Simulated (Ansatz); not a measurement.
Frames from the relaxation of a relaxed Ti3Al cell shaken by Gaussian noise of σ = 0.08 Å a coordinate, as extended XYZ (Å, eV, eV/Å, GPa with compression positive). Computed with PBEsol (plane waves to 420 eV, PAW, scalar-relativistic; Ansatz, a program for electronic structure). Γ-centred k-mesh 5×5×11 on the run's cell (coarser than for final values), Fermi–Dirac smearing 0.05 eV.

```xyz
8
Lattice="7.5303 0.0000 0.0000 -3.7652 6.5214 0.0000 0.0000 0.0000 2.8518" Properties=species:S:1:pos:R:3:forces:R:3 pbc="T T T" step=1 free_energy=-15890.302 pressure=1.2 accepted=T
Ti     2.2798    -0.1819    -0.0097   -0.0053    1.6363   -0.2815
Ti     1.1312     1.9258     1.3745    0.5563    0.0451   -0.1759
Ti    -1.1501     1.9242    -0.1739    0.8178    0.2286    1.0959
Ti     5.1346    -0.0449     1.5219    0.2198    0.2739   -0.7422
Ti     2.6363     4.5225    -0.0160    0.1621    0.2970    0.2994
Ti    -2.4519     4.4718     1.4327   -1.3717   -0.7760   -0.0532
Al     0.0034     4.4087     0.7950    0.8337   -1.4090   -0.2749
Al     3.8665     2.2018     2.2069   -1.2125   -0.2959    0.1323
8
Lattice="7.5350 -0.0545 0.0042 -3.8147 6.5008 0.0199 0.0016 0.0096 2.8783" Properties=species:S:1:pos:R:3:forces:R:3 pbc="T T T" step=4 free_energy=-15891.666 pressure=-1.6 accepted=T
Ti     2.1028    -0.1854    -0.0889   -0.3029   -0.1068   -0.1605
Ti     1.3184     1.9974     1.3734    0.4535    0.3660    0.2109
Ti    -0.9901     1.8334    -0.0776    0.0072   -0.3278   -0.2425
Ti     5.0143     0.0741     1.3776   -0.7493    0.1919    0.1928
Ti     2.7064     4.7731    -0.0757    0.3184    0.2891   -0.1416
Ti    -2.5973     4.1815     1.3775    0.3304   -0.6578    0.1137
Al     0.0592     4.2503     0.6208   -0.0844    0.2142   -0.2280
Al     3.7079     2.1036     2.7616    0.0270    0.0311    0.2552
8
Lattice="7.4919 -0.0574 0.0117 -3.7957 6.4534 0.0191 0.0044 0.0109 2.8861" Properties=species:S:1:pos:R:3:forces:R:3 pbc="T T T" step=5 free_energy=-15892.171 pressure=-1.5 accepted=T
Ti     1.9743    -0.1637    -0.0940   -0.2656   -0.1496   -0.0339
Ti     1.3746     2.0925     1.3951    0.2674    0.5682    0.4563
Ti    -0.9368     1.7076    -0.0664   -0.1323   -0.4112   -0.1456
Ti     4.8626     0.0684     1.3993   -0.7415   -0.0964    0.4352
Ti     2.7722     4.8450    -0.0646    0.2540    0.1966   -0.0680
Ti    -2.5328     4.0373     1.3894    0.7126   -0.4242    0.3493
Al     0.0616     4.2115     0.4222   -0.1532    0.2879   -0.5870
Al     3.6801     2.0842     2.9276    0.0586    0.0288   -0.4063
```

The path has 14 moves and ends in P-62m (No. 189), 0.36 eV/atom below its start. Free energies are of the whole cell and compare only within this code, potentials and settings.  No spin polarisation in the result.

The end of the path is a generated cell of Ti3Al: the first start was made by placing the elements on the sites of a structure type, and the end was not matched to a known phase here, so it may be hypothetical. Known forms of Ti3Al include space group No. 194.
